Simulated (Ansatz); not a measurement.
Data:

Zr4O:
```xyz
15
Lattice="2.8260 1.6316 10.3756 -2.8260 1.6316 10.3756 0.0000 -3.2632 10.3756" Properties=species:S:1:pos:R:3 pbc="T T T"
Zr    -0.9632     1.6370    19.4762
Zr     0.9632    -1.6370    11.6506
Zr    -0.9360    -1.6527    19.4762
Zr     0.9360     1.6527    11.6506
Zr     1.8993     0.0157    19.4762
Zr    -1.8993    -0.0157    11.6506
Zr    -0.9732    -1.5936    14.2776
Zr     0.9732     1.5936    16.8491
Zr     1.8667    -0.0460    14.2776
Zr    -1.8667     0.0460    16.8491
Zr    -0.8935     1.6396    14.2776
Zr     0.8935    -1.6396    16.8491
O      0.0000     0.0000    15.5634
O      0.0000     0.0000     7.7815
O      0.0000     0.0000    23.3452
```

This is the r²SCAN-relaxed structure.

### Question
All from plane-wave PAW r²SCAN (Ansatz code), unless another level is named. Give the electronic character.

### Answer
metallic (no gap).

### Question
Next, the density of states at the Fermi level?

### Answer
0.31 states/eV per atom (mean over ±0.08 eV).

### Question
What about the formation energy from the elements (no fitted shifts)?

### Answer
-1.22 eV/atom.

Space group R-3. The first step of the workflow began from a Materials Project structure, measured or hypothetical; the Crystallography Open Database copy checked does not list it. Its standing as an ambient phase is unchecked. The r²SCAN relaxation kept the symmetry of its start; its stability against distortions is not shown here. No spin polarisation was allowed. The references are the lowest solids computed at this level, not always the standard phases (solids in place of the gases). Spin–orbit coupling is left out wherever it is not named.

Potentials: the earlier of the program's two PAW sets.
